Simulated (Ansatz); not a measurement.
Total density of states per atom from DFT-PBE in the program Ansatz with PAW potentials, in 0.25 eV bins, energy from the valence-band maximum:

```json
[
 {"E (eV)": "-7.85", "states/eV/atom": "0.17"},
 {"E (eV)": "-7.60", "states/eV/atom": "0.18"},
 {"E (eV)": "-7.35", "states/eV/atom": "0.23"},
 {"E (eV)": "-7.10", "states/eV/atom": "0.25"},
 {"E (eV)": "-6.85", "states/eV/atom": "0.30"},
 {"E (eV)": "-6.60", "states/eV/atom": "0.34"},
 {"E (eV)": "-6.35", "states/eV/atom": "0.27"},
 {"E (eV)": "-6.10", "states/eV/atom": "0.28"},
 {"E (eV)": "-5.85", "states/eV/atom": "0.33"},
 {"E (eV)": "-5.60", "states/eV/atom": "0.26"},
 {"E (eV)": "-5.35", "states/eV/atom": "0.29"},
 {"E (eV)": "-5.10", "states/eV/atom": "0.31"},
 {"E (eV)": "-4.85", "states/eV/atom": "0.33"},
 {"E (eV)": "-4.60", "states/eV/atom": "0.33"},
 {"E (eV)": "-4.35", "states/eV/atom": "0.35"},
 {"E (eV)": "-4.10", "states/eV/atom": "0.36"},
 {"E (eV)": "-3.85", "states/eV/atom": "0.39"},
 {"E (eV)": "-3.60", "states/eV/atom": "0.45"},
 {"E (eV)": "-3.35", "states/eV/atom": "0.50"},
 {"E (eV)": "-3.10", "states/eV/atom": "0.47"},
 {"E (eV)": "-2.85", "states/eV/atom": "0.47"},
 {"E (eV)": "-2.60", "states/eV/atom": "0.39"},
 {"E (eV)": "-2.35", "states/eV/atom": "0.38"},
 {"E (eV)": "-2.10", "states/eV/atom": "0.48"},
 {"E (eV)": "-1.85", "states/eV/atom": "0.61"},
 {"E (eV)": "-1.60", "states/eV/atom": "0.54"},
 {"E (eV)": "-1.35", "states/eV/atom": "0.33"},
 {"E (eV)": "-1.10", "states/eV/atom": "0.26"},
 {"E (eV)": "-0.85", "states/eV/atom": "0.21"},
 {"E (eV)": "-0.60", "states/eV/atom": "0.17"},
 {"E (eV)": "-0.35", "states/eV/atom": "0.08"},
 {"E (eV)": "-0.10", "states/eV/atom": "0.01"},
 {"E (eV)": "0.15", "states/eV/atom": "0.00"},
 {"E (eV)": "0.40", "states/eV/atom": "0.00"},
 {"E (eV)": "0.65", "states/eV/atom": "0.00"},
 {"E (eV)": "0.90", "states/eV/atom": "0.00"},
 {"E (eV)": "1.15", "states/eV/atom": "0.02"},
 {"E (eV)": "1.40", "states/eV/atom": "0.04"},
 {"E (eV)": "1.65", "states/eV/atom": "0.08"},
 {"E (eV)": "1.90", "states/eV/atom": "0.15"},
 {"E (eV)": "2.15", "states/eV/atom": "0.18"},
 {"E (eV)": "2.40", "states/eV/atom": "0.24"},
 {"E (eV)": "2.65", "states/eV/atom": "0.36"},
 {"E (eV)": "2.90", "states/eV/atom": "0.33"},
 {"E (eV)": "3.15", "states/eV/atom": "0.30"},
 {"E (eV)": "3.40", "states/eV/atom": "0.42"},
 {"E (eV)": "3.65", "states/eV/atom": "0.43"},
 {"E (eV)": "3.90", "states/eV/atom": "0.45"},
 {"E (eV)": "4.15", "states/eV/atom": "0.42"},
 {"E (eV)": "4.40", "states/eV/atom": "0.47"},
 {"E (eV)": "4.65", "states/eV/atom": "0.40"},
 {"E (eV)": "4.90", "states/eV/atom": "0.38"},
 {"E (eV)": "5.15", "states/eV/atom": "0.45"},
 {"E (eV)": "5.40", "states/eV/atom": "0.44"},
 {"E (eV)": "5.65", "states/eV/atom": "0.47"}
]
```

Which of these materials gives this?
A) ZrSi2, fluorite
B) SiC, P6_422 (Si on 3c, C on 3d)
C) CoSi, P-6m2 (Co on 1a, Si on 1f)
D) SiSn, rock salt

B, SiC, P6_422 (Si on 3c, C on 3d). Top 1 eV of the valence band: C 2p 77 %, Si 3p 18 %. Bottom 1 eV of the conduction band: Si 3p 47 %, C 2p 19 %, Si 3s 13 %, C 2s 10 %, outside the projected shells 12 %. Projections are on Löwdin-orthogonalised atomic valence shells; empty p or d shells of many metals are not among them.

The start of the workflow was typed in or built on a structure type; neither database checked (COD, Materials Project) lists it. It is not the phase usual at ambient conditions (space group No. 186, 216). The PBE relaxation kept the symmetry of its start; whether a distortion lowers the energy is not shown. Its formation energy is positive at this level, so the cell may be metastable or incomplete.

Potentials: the later of the program's two PAW sets.
